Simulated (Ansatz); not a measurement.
CoSn:
```cif
data_Co3Sn3
_chemical_formula_sum 'Co3 Sn3'
_space_group_name_H-M_alt 'P 1'
_space_group_IT_number 1
_cell_length_a 5.24192
_cell_length_b 5.24192
_cell_length_c 4.18693
_cell_angle_alpha 90.000
_cell_angle_beta 90.000
_cell_angle_gamma 120.000
loop_
_space_group_symop_operation_xyz
  'x, y, z'
loop_
_atom_site_label
_atom_site_type_symbol
_atom_site_fract_x
_atom_site_fract_y
_atom_site_fract_z
_atom_site_occupancy
Co1 Co 0.50000 0.00000 0.00000 1
Co2 Co 0.50000 0.50000 0.00000 1
Co3 Co 0.00000 0.50000 0.00000 1
Sn1 Sn 0.00000 0.00000 0.00000 1
Sn2 Sn 0.33333 0.66667 0.50000 1
Sn3 Sn 0.66667 0.33333 0.50000 1
```

Relaxed with r²SCAN.

Task: Which orbitals make up the states near the Fermi level in r²SCAN in the plane-wave PAW code Ansatz?

Result: Within 0.5 eV of the Fermi level: Co 3d 85 %, Sn 5p 11 %. Projections are on Löwdin-orthogonalised atomic valence shells; empty p or d shells of many metals are not among them.

Task: Tabulate the density of states.

Result: States/eV per cell of 6 atoms, in 0.25 eV bins, energy from the Fermi level.

| E (eV) | total | Co 3d | Sn 5p | Sn 5s |
|---|---|---|---|---|
| -7.85 | 1.75 | 0.13 | 0.30 | 1.17 |
| -7.60 | 1.73 | 0.18 | 0.29 | 1.15 |
| -7.35 | 1.74 | 0.21 | 0.25 | 1.17 |
| -7.10 | 1.57 | 0.21 | 0.18 | 1.09 |
| -6.85 | 0.61 | 0.09 | 0.11 | 0.36 |
| -6.60 | 0.44 | 0.07 | 0.08 | 0.25 |
| -6.35 | 0.55 | 0.08 | 0.17 | 0.22 |
| -6.10 | 0.80 | 0.10 | 0.30 | 0.23 |
| -5.85 | 0.86 | 0.11 | 0.37 | 0.22 |
| -5.60 | 0.85 | 0.10 | 0.43 | 0.15 |
| -5.35 | 1.26 | 0.19 | 0.72 | 0.15 |
| -5.10 | 2.23 | 0.42 | 1.30 | 0.22 |
| -4.85 | 2.33 | 0.47 | 1.39 | 0.18 |
| -4.60 | 2.06 | 0.44 | 1.21 | 0.16 |
| -4.35 | 2.04 | 0.52 | 1.12 | 0.17 |
| -4.10 | 2.59 | 0.79 | 1.31 | 0.22 |
| -3.85 | 3.69 | 1.45 | 1.63 | 0.28 |
| -3.60 | 3.68 | 1.71 | 1.51 | 0.21 |
| -3.35 | 3.33 | 1.77 | 1.27 | 0.12 |
| -3.10 | 4.13 | 2.16 | 1.58 | 0.16 |
| -2.85 | 7.30 | 4.41 | 2.49 | 0.14 |
| -2.60 | 4.90 | 2.88 | 1.73 | 0.08 |
| -2.35 | 7.36 | 5.10 | 1.92 | 0.05 |
| -2.10 | 9.75 | 7.56 | 1.77 | 0.08 |
| -1.85 | 11.66 | 9.84 | 1.44 | 0.06 |
| -1.60 | 9.27 | 7.76 | 1.19 | 0.02 |
| -1.35 | 7.57 | 6.98 | 0.33 | 0.02 |
| -1.10 | 4.96 | 4.69 | 0.09 | 0.01 |
| -0.85 | 6.60 | 6.18 | 0.16 | 0.05 |
| -0.60 | 16.70 | 15.75 | 0.51 | 0.17 |
| -0.35 | 13.11 | 11.88 | 0.73 | 0.20 |
| -0.10 | 3.56 | 2.88 | 0.47 | 0.10 |
| 0.15 | 2.10 | 1.35 | 0.59 | 0.07 |
| 0.40 | 2.23 | 1.28 | 0.77 | 0.10 |
| 0.65 | 4.26 | 2.93 | 1.08 | 0.15 |
| 0.90 | 4.36 | 2.79 | 1.23 | 0.22 |
| 1.15 | 3.58 | 1.94 | 1.22 | 0.28 |
| 1.40 | 3.07 | 1.52 | 1.14 | 0.25 |
| 1.65 | 2.23 | 1.00 | 0.92 | 0.17 |
| 1.90 | 2.07 | 0.79 | 0.92 | 0.21 |
| 2.15 | 2.25 | 0.74 | 1.04 | 0.29 |
| 2.40 | 1.91 | 0.59 | 0.85 | 0.31 |
| 2.65 | 1.82 | 0.51 | 0.82 | 0.33 |
| 2.90 | 1.90 | 0.48 | 0.88 | 0.36 |
| 3.15 | 2.53 | 0.55 | 1.27 | 0.40 |
| 3.40 | 2.50 | 0.50 | 1.21 | 0.39 |
| 3.65 | 2.40 | 0.43 | 1.22 | 0.30 |
| 3.90 | 2.54 | 0.42 | 1.35 | 0.25 |
| 4.15 | 2.80 | 0.42 | 1.54 | 0.24 |
| 4.40 | 2.91 | 0.38 | 1.51 | 0.22 |
| 4.65 | 2.86 | 0.33 | 1.46 | 0.19 |
| 4.90 | 2.84 | 0.29 | 1.46 | 0.17 |

Space group P6/mmm. The cell was relaxed with r²SCAN under the symmetry of its start; of distortions, only those at the zone centre were tested. The workflow began spin-polarised and lost its moments. Scalar-relativistic: spin–orbit coupling is off unless named, which matters more the heavier the elements.

Potentials: the later of the program's two PAW sets.
